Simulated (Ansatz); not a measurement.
The numbers come from plane-wave PAW DFT (Ansatz): r2SCAN, no spin polarisation, 500 eV, 8×8×8 Γ-centred k points, gaussian occupations (width 0.1121 eV). Nothing was relaxed.

Computed maps in the lattice plane spanned by b (left to right, 5.38 Å, 16 points from zero) and c (bottom to top, 5.38 Å, 16 points from zero), 60° apart, at height 0.250 along a. The fields are smooth PAW ones with compensation charges, not the true ones near nuclei.

Valence density. Digits on a logarithmic scale: 0 up to 0.03 e/Å³, each further digit a factor of 1.6, 9 from 1.3 e/Å³ up:
```
4566543345665455
5689864346898655
4699997447999964
4589999656999985
3369999755799996
4346899765679986
4334567655556765
4555444455655444
5677653346776433
5799975347999743
5798897546999964
4698089645899985
4579889754699996
4357999753468986
3335677653335665
4344455544434454
```

Problem. The cell is VCoCl₂O₆. Which atoms lie within 0.2 Å of this plane, and where (fractions of b and c)?

Solution. Cl at (0.25, 0.25), O at (0.74, 0.26), O at (0.74, 0.74), O at (0.26, 0.74). The whole cell:
```xyz
10
Lattice="0.0000 3.8063 3.8063 3.8063 0.0000 3.8063 3.8063 3.8063 0.0000" Properties=species:S:1:pos:R:3 pbc="T T T"
Cl    1.9031    1.9031    1.9031
Cl    5.7094    5.7094    5.7094
Co    0.0000    0.0000    0.0000
O     1.9945    3.8063    3.8063
O     3.8063    1.9945    3.8063
O     5.6181    3.8063    3.8063
O     3.8063    5.6181    3.8063
O     3.8063    3.8063    1.9945
O     3.8063    3.8063    5.6181
V     3.8063    3.8063    3.8063
```

Origin: a known structure type with other elements, at an estimated volume, so it need not be a known compound. Caveats: no spin polarisation, so a magnetic state may lie lower; atoms or cell far from equilibrium.
